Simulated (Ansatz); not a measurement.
AlPd (rock salt, space group No. 225) at seven volumes, DFT-r²SCAN in the program Ansatz with PAW potentials, scaled uniformly. One row is withheld.

| V (Å³/atom) | P (GPa) |
|---|---|
| 14.996 | 13.90 |
| 15.490 | 8.46 |
| 15.985 | 3.87 |
| 16.479 | 0.00 |
| 16.974 | -3.27 |
| 17.468 | ? |
| 17.962 | -8.33 |

Problem. Fit the shown pressures and predict the withheld one.

Solution. Third-order Birch–Murnaghan: P = (3/2)B₀(x^(7/2) − x^(5/2))[1 + (3/4)(B′ − 4)(x − 1)] with x = (V₀/V)^(2/3). Least squares on the six rows gives V₀ = 16.479 Å³/atom, B₀ = 118.2 GPa, B′ = 4.67. At V = 17.468, x = 0.9619 and P = -6.01 GPa. The run itself gave -6.02 GPa.

Space group Fm-3m (rock salt). The start of the workflow was typed in or built on a structure type; neither database checked (COD, Materials Project) lists it. Whether it is the stable phase at ambient conditions was not checked. The r²SCAN relaxation kept the symmetry of its start. At this level the phase is mechanically unstable. No spin polarisation was allowed.

Potentials: the earlier of the program's two PAW sets.
